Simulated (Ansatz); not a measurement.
AlGaN₂:
```
CELL_PARAMETERS angstrom
      3.11925     0.00000     0.00000
     -1.55963     2.70135     0.00000
      0.00000     0.00000     5.05310
ATOMIC_POSITIONS crystal
  Al 0.00000 0.00000 0.99948
  Ga 0.66667 0.33333 0.49717
  N  0.66667 0.33333 0.11287
  N  0.00000 0.00000 0.62686
```

Relaxed with LDA.

Task: Give the optical modes at the zone centre with their infrared and Raman activity from DFPT, plane-wave PAW LDA (Ansatz code).

Result: Transverse frequencies, without the LO–TO term; a row sums one degenerate level.

```
ω (cm⁻¹)  degeneracy  IR ((D/Å)²/amu)  Raman (Å⁴/amu)  activity  symmetry
--------  ----------  ---------------  --------------  --------  --------
185                2             0.03             1.9  IR+Raman         E
425                1             2.44             5.1  IR+Raman        A1
578                2            26.04              23  IR+Raman         E
605                1            29.57              16  IR+Raman        A1
653                2            32.15              12  IR+Raman         E
716                1             0.94             6.1  IR+Raman        A1
```

Task: How high does the top mode go among those that the LO–TO term moves?

Result: 828 cm⁻¹ for q along x, 828 cm⁻¹ for q along y, 828 cm⁻¹ for q along z.

Space group P3m1. The first step of the workflow began from a Materials Project structure, measured or hypothetical; the Crystallography Open Database copy checked does not list it. With Al and Ga taken as one species the cell has the higher symmetry P6_3mc, so it may be an ordered model of a mixed-site phase. Its standing as an ambient phase is unchecked. The LDA relaxation kept the symmetry of its start; phonons on a q-mesh show no instability.

Potentials: the later of the program's two PAW sets.
